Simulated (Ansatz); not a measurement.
LiPt$_{2}$ (cubic Laves (MgCu2 type), Fd-3m), the program Ansatz at the r²SCAN level (PAW), all energies at zero smearing, with the estimated change up to a 700 eV cutoff added, with one set of potentials and settings (totals compare only within such a set). Cell of 6 atoms (2 Li, 4 Pt): -50560.220 eV.

| element | reference phase | E (eV/atom) |
|---|---|---|
| Li | Fm-3m, 1 atoms in the cell | -205.1371 |
| Pt | Fm-3m, 1 atoms in the cell | -12536.7848 |

Formation energy per atom, worked out: (-50560.220 − 2×(-205.1371) − 4×(-12536.7848))/6 = -0.468 eV/atom (-45 kJ per mol of atoms), at 0 K, without zero-point energy or fitted corrections.

The workflow started from an entry of the Crystallography Open Database (COD). Whether it is the stable phase at ambient conditions was not checked. The cell was relaxed with r²SCAN under the symmetry of its start; its stability against distortions is not shown here. No spin polarisation was allowed. The references are the lowest solids computed at this level, not always the standard phases. Scalar-relativistic: spin–orbit coupling is off unless named, which matters more the heavier the elements.

Potentials: the later of the program's two PAW sets.
